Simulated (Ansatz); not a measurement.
# Compressing PdTe: a fit and a missing row

PdTe, P6_3/mmc, a = 4.157 Å, c = 5.618 Å. The structure is a COD entry; whether it is the stable form wasn't checked. Ansatz: PBEsol, PAW, 420 eV, Γ-centred 12×12×8 mesh on 4 atoms, Gaussian smearing 0.10 eV; no spin polarisation. Shape and atoms are relaxed at each volume; pressure is positive in compression.

```
V (Å³/atom) P (GPa)
     18.496        ?
     19.127    13.96
     19.757     8.45
     20.388     3.85
     21.018     0.02
     21.649    -3.17
     22.280    -5.82
     23.120    -8.66
```

Problem. Take V0 = 21.018 Å³/atom, count pressures from its P0 = 0.02 GPa, fit the third-order Birch–Murnaghan form to the other rows, and predict the missing pressure.

Solution. With the Eulerian strain f = ½[(V0/V)^(2/3) − 1] and y = (P − P0)/[3f(1 + 2f)^(5/2)], the form is the line y = B0 + 1.5 B0 (B0′ − 4) f. Rows (f, y): 0.03243, 122.5; 0.02106, 120.4; 0.01025, 118.4; -0.00976, 114.5; -0.01906, 112.6; -0.03078, 110.2. Means f = 0.0006900, y = 116.43; Σ(Δf)² = 0.003003, ΣΔfΔy = 0.5842; the slope is their ratio. y = 116.3 + 194.5 f GPa, so B0 = 116.3 GPa and B0′ = 4 + 2 × (194.5)/(3 × 116.3) = 5.11. At V = 18.496, f = 0.04448, y = 124.95 and P = 20.65 GPa. The run gave 20.59 GPa, so the fit is 0.06 GPa too high, a small miss on the scale of the series.